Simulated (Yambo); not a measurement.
G0W0@PBEsol for MgI$_{2}$ (CdI2 type, space group P-3m1, No. 164) in Yambo. Reference settings: 3×3×2 Γ-centred k mesh, bands 5 to 191 and a 8 Ry block in the screening, 191 bands in G with the Bruneval-Gonze terminator, plasmon pole fitted at 27.2 eV. The PBEsol gap Γ → Γ on this mesh is 3.62 eV; G0W0 gaps are taken between the same points.

The settings were changed. The gap went from 5.34 eV to 5.28 eV, and the shift of the valence edge from -1.12 eV to -0.92 eV.

**Question.** Which change was made?
A. no terminator
B. no random integration
C. 119 bands in W, 119 bands in G
D. 3×3×1 mesh

**Answer.** B, no random integration. The others gave (gap, valence shift): 3×3×1 mesh: 5.28, -1.07 eV; 119 bands in W, 119 bands in G: 5.30, -1.04 eV; no terminator: 5.33, -1.06 eV.

Spin-orbit coupling is not included.

Geometry relaxed with PBE+D3(BJ); primitive cell a = b = 4.1255 Å, c = 6.8268 Å, α = β = 90.00°, γ = 120.00°.

A shift is the quasiparticle energy of the state minus its PBEsol energy.
